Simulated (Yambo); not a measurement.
```xyz
2
Lattice="0.0000 2.5266 2.5266 2.5266 0.0000 2.5266 2.5266 2.5266 0.0000" Properties=species:S:1:pos:R:3 pbc="T T T"
Be     0.0000     0.0000     0.0000
Se     3.7900     3.7900     3.7900
```

Response from Yambo on norm-conserving PBEsol (Quantum ESPRESSO, 88 Ry, scalar-relativistic) bands: 18×18×18 mesh, 29 bands, 4 Ry local-field block, 0.2 eV broadening.

Problem. Give the static electronic dielectric constant without and with local fields.

Solution. 
| field along | ε(0), independent particles | ε(0), RPA with local fields | refractive index √ε |
|---|---|---|---|
| x | 6.71 | 5.86 | 2.42 |
Electronic (clamped-ion) response only. PBEsol gaps are usually too small, which raises these values. Convergence of the RPA response with its 18×18×18 mesh was not tested.

Spin-orbit coupling is not included.

Geometry strained from the cell relaxed with PBEsol, atoms relaxed again.
